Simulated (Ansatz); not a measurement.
Relaxed Te (trigonal-Te type, space group P3_121):

```yaml
crystal:
  lattice:
    - [4.62412, 0.00000, 0.00000]
    - [-2.31206, 4.00460, 0.00000]
    - [0.00000, 0.00000, 5.90339]
  atoms:
    - { symbol: Te, position: [0.25335, 0.00000, 0.33333] }
    - { symbol: Te, position: [0.00000, 0.25335, 0.66667] }
    - { symbol: Te, position: [0.74665, 0.74665, 0.00000] }
```

Level of theory: r2SCAN (plane waves to 500 eV, PAW, scalar-relativistic; Ansatz, a program for electronic structure). k mesh 7×7×5 (Γ-centred), Fermi-Dirac smearing 0.05 eV. Spin-orbit coupling is left out, though Te is heavy. Te was relaxed with its symmetry unable to fall.

One atom of the cell was then moved (with its periodic images), all else fixed, and the forces (eV/Å) came out as:

```
atom      Fx      Fy      Fz
----  ------  ------  ------
Te1   -0.174  -0.125   0.074
Te2    0.341   0.544  -0.317
Te3   -0.167  -0.419   0.243
```

Task: Which atom was moved, and by which vector (Å)?

Result: Te2, by (-0.16, -0.16, 0.00), 0.22 Å in all.

(For displaced atoms, the force is minus the slope of the energy, and its curvature is a force constant, which sets phonon frequencies.)
